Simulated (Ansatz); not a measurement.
Computed with Ansatz 0.2.0, DFT PBE, scalar-relativistic, plane waves, PAW. Cutoff 420 eV, Γ-centred meshes of about 0.25 Å⁻¹ or finer for metals and 0.3 Å⁻¹ for insulators (2π included), Gaussian smearing. No spin polarisation.

All energies are static (0 K, no zero-point motion).

Two forms of Ca5GeN2 were relaxed alike.

A.

```cif
data_structure
_symmetry_space_group_name_H-M 'I4/mcm'
_symmetry_Int_Tables_number 140
_cell_length_a 7.0232
_cell_length_b 7.0232
_cell_length_c 13.2537
_cell_angle_alpha 90.000
_cell_angle_beta 90.000
_cell_angle_gamma 90.000
_cell_volume 653.74
loop_
_atom_site_label
_atom_site_type_symbol
_atom_site_symmetry_multiplicity
_atom_site_Wyckoff_symbol
_atom_site_fract_x
_atom_site_fract_y
_atom_site_fract_z
_atom_site_occupancy
Ca1 Ca 16 l 0.34320 0.15680 0.11985 1
Ca2 Ca 4 c 0.00000 0.00000 0.00000 1
Ge1 Ge 4 a 0.50000 0.50000 0.25000 1
N1 N 8 h 0.16970 0.33030 0.00000 1
```

B.

```cif
data_structure
_symmetry_space_group_name_H-M 'Cmmm'
_symmetry_Int_Tables_number 65
_cell_length_a 4.9099
_cell_length_b 14.6665
_cell_length_c 4.8829
_cell_angle_alpha 90.000
_cell_angle_beta 90.000
_cell_angle_gamma 90.000
_cell_volume 351.62
loop_
_atom_site_label
_atom_site_type_symbol
_atom_site_symmetry_multiplicity
_atom_site_Wyckoff_symbol
_atom_site_fract_x
_atom_site_fract_y
_atom_site_fract_z
_atom_site_occupancy
Ca1 Ca 4 i 0.50000 0.17011 0.00000 1
Ca2 Ca 4 j 0.50000 0.36090 0.50000 1
Ca3 Ca 2 a 0.00000 0.00000 0.00000 1
Ge1 Ge 2 c 0.50000 0.00000 0.50000 1
N1 N 4 i 0.50000 0.33508 0.00000 1
```

Problem. Which would you expect to be lower, and how large is the difference?

Solution. B is lower, by 73 meV/atom. A has space group I4/mcm (No. 140), 20.4 Å³/atom and no gap on its mesh; B has space group Cmmm (No. 65), 22.0 Å³/atom and no gap. Counting Ge or N atoms around Ca (for each partner element, those within 1.25 times its shortest distance or 1.15 times the sum of covalent radii, where it is the nearest in units of that sum or under 1.3; a plus sign parts groups by distance over the sum of covalent radii; a slash parts the counts of unlike sites), A has Ca 5/6 and B has Ca 4/3+2/2+4. The lower one is the more open, so pressure narrows the difference. Both come from trial cells of a structure search.

With atoms moved at random, B came back. A had no clear such test and can be a saddle point.
